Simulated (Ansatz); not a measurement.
InSb:
```
CELL_PARAMETERS angstrom
      4.62872     0.00000     0.00000
     -2.31436     4.00859     0.00000
      0.00000     0.00000    15.18297
ATOMIC_POSITIONS crystal
  In 0.66667 0.33333 0.99993
  Sb 0.66667 0.33333 0.18767
  In 0.00000 0.00000 0.25034
  Sb 0.00000 0.00000 0.43705
  In 0.33333 0.66667 0.49993
  Sb 0.33333 0.66667 0.68767
  In 0.00000 0.00000 0.75034
  Sb 0.00000 0.00000 0.93705
```

Relaxed with r²SCAN. Special points in fractions of this cell's reciprocal vectors: Γ (0.000, 0.000, 0.000); M (0.500, 0.000, 0.000); K (0.333, 0.333, 0.000); A (0.000, 0.000, 0.500); L (0.500, 0.000, 0.500); H (0.333, 0.333, 0.500).

### Question
List the band energies nearest the Fermi level at these points for the program Ansatz at the r²SCAN with spin–orbit coupling level (PAW).

### Answer
In eV from the Fermi level; about four levels below and three above (degenerate sets whole), none deeper than 8.9 eV; points with the same levels are listed once.

```csv
k,below,above
Γ,-0.17 -0.17 -0.02 -0.02,0.02 0.02 0.46 0.46
M,-1.59 -1.59 -1.14 -1.14,0.70 0.70 0.94 0.94
K,-2.07 -2.05 -1.68 -1.68,1.67 1.67 2.27 2.27
A,-0.18 -0.18 -0.18 -0.18,0.57 0.57 0.57 0.57
L,-1.43 -1.43 -1.43 -1.43,1.14 1.14 1.14 1.14
H,-1.99 -1.99 -1.92 -1.92,1.81 1.81 1.88 1.88
```

Space group P6_3mc. The start of the workflow was typed in or built on a structure type; neither database checked (COD, Materials Project) lists it. It is not the phase usual at ambient conditions (space group No. 216). The r²SCAN relaxation kept the symmetry of its start; whether a distortion lowers the energy is not shown. The Fermi level of a semimetal is unsure by some 0.05 eV on such meshes.

Potentials: the later of the program's two PAW sets.
